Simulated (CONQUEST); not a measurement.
Input and output of a self-consistent single point for BaTiO3 (P4mm, 5 atoms in the cell; from Materials Project mp-5986, changed as shown) (CONQUEST).

Computed with CONQUEST with PBE, numerical atomic orbitals double-zeta with polarisation (the shipped basis), PseudoDojo norm-conserving potentials made for PBE.

The change in words: lattice vector c scaled by 1.02. Reference geometry (P4mm):
```
CELL_PARAMETERS angstrom
      3.89182     0.00000     0.00000
      0.00000     3.89182     0.00000
      0.00000     0.00000     4.00132
ATOMIC_POSITIONS crystal
  Ba 0.50000 0.50000 0.58254
  Ti 0.00000 0.00000 0.10004
  O  0.00000 0.50000 0.06422
  O  0.50000 0.00000 0.06422
  O  0.00000 0.00000 0.54897
```

Reference input (self-consistent single point, DFT, PBE, numerical atomic orbitals double-zeta with polarisation (the shipped basis), PseudoDojo norm-conserving potentials made for PBE): basis = DZP; Diag.MPMeshX, Y, Z = 6 6 5; potentials = PseudoDojo norm-conserving PBE; Grid.GridCutoff = 140 Ha; DM.SolutionMethod = diagon; Diag.kT = 0.000735 Ha; Diag.GammaCentred = true; minE.SCTolerance = 1.0e-07; SC.MaxIters = 100; SC.LinearMixingFactor = 0.3; AtomMove.TypeOfRun = static. This run's input differs from it in these lines:

```diff
@@ -31,3 +31,3 @@
      0.000000000      7.354470147      0.000000000
-     0.000000000      0.000000000      7.561406496
+     0.000000000      0.000000000      7.712633719
 5
```

Log, with long lists cut:

```
    PulayMixSC: Starting Pulay mixing, A_up =  0.300 A_dn =  0.300
    PulayMixSC: Spin non-polarised calculation.
          Harris-Foulkes Energy            :      -137.540382195311679 Ha
    PulayMixSC: Pulay iteration     1 residual:              0.94706E-02
          Harris-Foulkes Energy            :      -137.347397920156993 Ha
    PulayMixSC: Pulay iteration     2 residual:              0.25289E-02
          Harris-Foulkes Energy            :      -137.343451881087645 Ha
    PulayMixSC: Pulay iteration     3 residual:              0.12907E-02
          Harris-Foulkes Energy            :      -137.343908675876378 Ha
   [... lines left out ...]
          Harris-Foulkes Energy            :      -137.343102198364022 Ha
    PulayMixSC: Pulay iteration     9 residual:              0.21646E-05
          Harris-Foulkes Energy            :      -137.343102199621285 Ha
    PulayMixSC: Pulay iteration    10 residual:              0.94233E-06
          Harris-Foulkes Energy            :      -137.343102200591119 Ha
    PulayMixSC: Pulay iteration    11 residual:              0.20642E-06
          Harris-Foulkes Energy            :      -137.343102200529501 Ha
    PulayMixSC: Pulay iteration    12 residual:              0.76634E-07
    PulayMixSC: Reached SCF tolerance of  0.76634E-07 after     12 iterations
      | Number of electrons      =        40.000016
      |* Harris-Foulkes energy   =      -137.343102200529501 Ha
      |* DFT total energy        =      -137.343102200526204 Ha

    force: Forces on atoms (Ha/a0)
    force:  Atom   X              Y              Z
    force:     1  -0.0000000000   0.0000000000  -0.0007971712
    force:     2  -0.0000000000   0.0000000000  -0.0038066592
    force:     3   0.0000000000   0.0000000000  -0.0018645613
    force:     4   0.0000000000   0.0000000000  -0.0018645613
    force:     5  -0.0000000000  -0.0000000000   0.0076635759

    force: Maximum force :        0.00766358(Ha/a0) on atom         5 in z direction
    force: Force Residual:        0.00402019 Ha/a0
    force: Total stress:        -16.20357056     0.00000000     0.00000000 GPa
                             0.00000000   -16.20357056     0.00000000
                             0.00000000     0.00000000   -11.54772896
    force: Average pressure:     14.65162336 GPa

    get_E_and_F: Change in energy during last step of electronic optimisation:  0.61618E-10
```

The run converged in 12 iterations. CONQUEST prints the stress tensor with tension positive. Against the reference run the free energy drops by 22.3 meV/atom, the pressure goes from 18.89 to 14.65 GPa and the largest force goes from 0.998 to 0.394 eV/Å.

The program uses no crystal symmetry, so grid and mesh can part values that symmetry would make equal. The atom-centred basis is finite, which shifts total energies, pressures and forces against plane waves. The structure comes from a collection of computed structures, made at another level of theory; the collection holds predicted forms beside known ones. Its lattice was then scaled.

Cost on one core: very roughly 2.9 core-minutes.
